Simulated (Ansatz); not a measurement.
## Surface calculation: hcp La (10-10), 4 layers

The slab is cut from the hcp crystal, which needn't be the stable phase, as relaxed on PAW files (37.75 Å³/atom), with 16 Å of vacuum and a dipole correction:

```xyz
4
Lattice="3.7797 0.0000 0.0000 0.0000 6.1031 0.0000 0.0000 0.0000 20.3644" Properties=species:S:1:pos:R:3 pbc="T T T"
La    0.0000    4.5773    8.0000
La    1.8899    1.5258    9.0911
La    1.8899    4.5773   11.2733
La    0.0000    1.5258   12.3644
```

All numbers are PBE results (scalar-relativistic) from Ansatz 0.2.0, with a Γ-centred 11×7×1 k mesh, Fermi–Dirac smearing of 0.1 eV, no spin polarisation. Methods: LAPW: all electrons, basis error target 1 meV/atom; PAW: frozen-core files, cutoff 420 eV.

The bulk energy comes from a cell in the slab's orientation on a 11×7×6 mesh. The surface energy is (E(slab) − N·E(bulk))/2A at zero smearing, the mean of both faces; thin slabs carry quantum-size effects.

Spin–orbit coupling is left out, which matters for the heavy atoms.

Question: As cut, the LAPW slab lies 2.128 eV above 4 atoms of bulk. What surface energy is that?

Answer: Over two faces of 23.07 Å² it is 46.1 meV/Å², and times 16.02 J/m² per eV/Å² that gives γ = 0.739 J/m².

Question: What do relaxation and the other method give, and what work function comes out?

Answer: 

| method | γ as cut (J/m²) | γ relaxed (J/m²) | Φ as cut (eV) | Φ relaxed (eV) |
| --- | --- | --- | --- | --- |
| LAPW | 0.739 | 0.720 | 2.96 | 2.99 |
| PAW | 0.740 | 0.721 | 2.96 | 2.99 |

Question: How do the spacings between the planes relax?

Answer: From the bottom face up: d12 -10.7 % of 1.091 Å, d23 -3.7 % of 2.182 Å, d34 -10.7 % of 1.091 Å.

Question: What changes if the images along the normal are cut off in place of the dipole correction?

Answer: LAPW then gives: no gap, work function 2.99 eV; PAW: no gap, work function 2.99 eV.

Question: What changes if relativity is switched off, at the same positions?

Answer: LAPW then gives: no gap, work function 2.89 eV.
